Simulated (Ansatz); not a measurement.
# What a trial cell of CuGe relaxes into

Theory: DFT PBE, scalar-relativistic, plane waves, PAW (Ansatz 0.2.0). Cutoff 420 eV, Gaussian smearing, Γ-centred meshes. Cell and atoms relax on a converged mesh. In metals the finer mesh still leaves noise of several meV/atom or more. The steps can't lower the symmetry of their start. No spin polarisation.

Recipe of this trial structure of CuGe: ordered superstructure of bcc (Pm-3m, No. 221) (sublattice all; occupants of the shared sites, in ratio, Ge: 1, Cu: 1). Lengths were set from tabulated atomic sizes, so they are only a guess.

```cif
data_structure
_symmetry_space_group_name_H-M 'Pm-3m'
_symmetry_Int_Tables_number 221
_cell_length_a 3.1514
_cell_length_b 3.1514
_cell_length_c 3.1514
_cell_angle_alpha 90.000
_cell_angle_beta 90.000
_cell_angle_gamma 90.000
_cell_volume 31.30
loop_
_atom_site_label
_atom_site_type_symbol
_atom_site_symmetry_multiplicity
_atom_site_Wyckoff_symbol
_atom_site_fract_x
_atom_site_fract_y
_atom_site_fract_z
_atom_site_occupancy
Cu1 Cu 1 b 0.50000 0.50000 0.50000 1
Ge1 Ge 1 a 0.00000 0.00000 0.00000 1
```

The zero of energy is the elements' standard structures at the same level; no fitted shifts are applied.

Problem. Describe the relaxed structure.

Solution. The symmetry stays Pm-3m (No. 221). The end has the caesium chloride type. The volume per atom shrinks by 1.9 %, from 15.6 to 15.3 Å³. The shortest distance goes from 2.73 Å (Cu–Ge) to 2.71 Å (Cu–Ge). Conventional cell: a = 3.131 Å. Cu is surrounded by 8 Ge at 2.71 Å and 6 Cu at 3.13 Å; Ge is surrounded by 8 Cu at 2.71 Å and 6 Ge at 3.13 Å.

```
Cu Ge
1.0
     3.13076    0.00000    0.00000
     0.00000    3.13076    0.00000
     0.00000    0.00000    3.13076
Cu Ge
1 1
Direct
  0.50000 0.50000 0.50000
  0.00000 0.00000 0.00000
```

Problem. How does it come out in energy, and is it a metal?

Solution. The energy over the elements is +0.22 eV/atom and the gap on the 18×18×18 mesh of the 2-atom cell is 0 eV (a metal).

A positive value: parting into the elements would lower its energy.

The last run used Gaussian smearing of 0.10 eV. A structure relaxed within its symmetry needn't be a true minimum. In all, the 2 runs took 37 s on 1 thread of Arm Neoverse V1 (shared host).
